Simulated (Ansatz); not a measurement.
ScGe in space group Cmcm (No. 63; Sc on 4c, Ge on 4c), PBEsol (plane waves, PAW; program Ansatz), all energies at zero smearing, with the estimated change up to a 700 eV cutoff added, with one set of potentials and settings (totals compare only within such a set). Cell of 4 atoms (2 Sc, 2 Ge): -12733.380 eV.

| element | reference phase | E (eV/atom) |
|---|---|---|
| Sc | P6_3/mmc, 2 atoms in the cell | -2111.3699 |
| Ge | Fd-3m, 2 atoms in the cell | -4253.4978 |

Formation energy per atom, worked out: (-12733.380 − 2×(-2111.3699) − 2×(-4253.4978))/4 = -0.911 eV/atom (-88 kJ per mol of atoms), at 0 K, without zero-point energy or fitted corrections.

The first step of the workflow began from a Materials Project structure, measured or hypothetical; the Crystallography Open Database copy checked does not list it. Whether it is the stable phase at ambient conditions was not checked. Symmetry was held in the PBEsol relaxation; of distortions, only those at the zone centre were tested. No spin polarisation was allowed. The references are the lowest solids computed at this level, not always the standard phases.

Potentials: the later of the program's two PAW sets.
